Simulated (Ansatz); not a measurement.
TeI in space group C2/m (No. 12; I on 4i, Te on 4i, I on 4i, Te on 4i), DFT-r²SCAN+D4 in the program Ansatz with PAW potentials. The conduction-band minimum lies at Y2, with 1 equivalent valley. Second derivatives d²E/dk² of the lowest band at one valley (eV·Å²), along Cartesian directions:

| direction | d²E/dk² |
|---|---|
| [100] | 22.35 |
| [010] | 47.96 |
| [001] | 1.567 |
| [110] | 35.15 |
| [101] | 10.78 |
| [011] | 24.80 |

Problem. Find the principal effective masses, the density-of-states mass and the conductivity mass.

Solution. Off-diagonal terms follow from H_xy = H[110] − (H_xx + H_yy)/2, and m*/mₑ = 7.620 eV·Å² over each eigenvalue: 0.16, 0.34, 5.1. One valley's DOS mass (m₁m₂m₃)^(1/3) = 0.65, conductivity mass 3/(Σ 1/mᵢ) = 0.32 mₑ.

Problem. What effective density of states Nc follows at 300 K for parabolic valleys?

Solution. Nc = 2.509e19 × 1 × (0.65)^(3/2) ≈ 1.3e19 cm⁻³.

The workflow started from an entry of the Crystallography Open Database (COD), which files this formula under 2 space groups. Whether it is the stable phase at ambient conditions was not checked. The cell was relaxed with r²SCAN+D4 under the symmetry of its start; its stability against distortions is not shown here. Spin–orbit coupling is left out wherever it is not named.

Potentials: the later of the program's two PAW sets.

Edges and masses are those of Kohn–Sham bands, whose gap is no quasiparticle gap.
